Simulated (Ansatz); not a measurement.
In₂O₃ (R-3c), zone-centre modes

Method: Ansatz 0.2.0, DFT LDA, scalar-relativistic, plane waves, PAW. The runs took a 420 eV cutoff, a Γ-centred 6×6×6 mesh and Gaussian smearing (0.05 eV). No spin polarisation.

The undisturbed cell (relaxed at this level; this form isn't the usual structure):

```yaml
crystal:
  lattice:
    - [2.73089, 1.57668, 4.79072]
    - [-2.73089, 1.57668, 4.79072]
    - [0.00000, -3.15336, 4.79072]
  atoms:
    - { symbol: In, position: [0.35768, 0.35768, 0.35768] }
    - { symbol: In, position: [0.14232, 0.14232, 0.14232] }
    - { symbol: In, position: [0.64232, 0.64232, 0.64232] }
    - { symbol: In, position: [0.85768, 0.85768, 0.85768] }
    - { symbol: O, position: [0.54553, 0.95447, 0.25000] }
    - { symbol: O, position: [0.25000, 0.54553, 0.95447] }
    - { symbol: O, position: [0.95447, 0.25000, 0.54553] }
    - { symbol: O, position: [0.45447, 0.04553, 0.75000] }
    - { symbol: O, position: [0.75000, 0.45447, 0.04553] }
    - { symbol: O, position: [0.04553, 0.75000, 0.45447] }
```

Harmonic modes by finite displacements of 0.02 Å, without the LO–TO term.

Q: At this geometry, is the structure stable against these modes?

A: Yes: no mode is imaginary beyond 10 cm⁻¹, and only the three translations lie near zero.

Q: List the wavenumbers in cm⁻¹.

A: 0, 0, 0, 127, 161, 170, 170, 174, 174, 219, 219, 237, 265, 269, 269, 295, 295, 376, 384, 384, 430, 430, 483, 483, 489, 499, 549, 584, 584, 608.

Cost: 1 run of about 11 core-minutes, on Intel Xeon Processor @ 2.50GHz (Skylake/Cascade Lake) (shared hosts).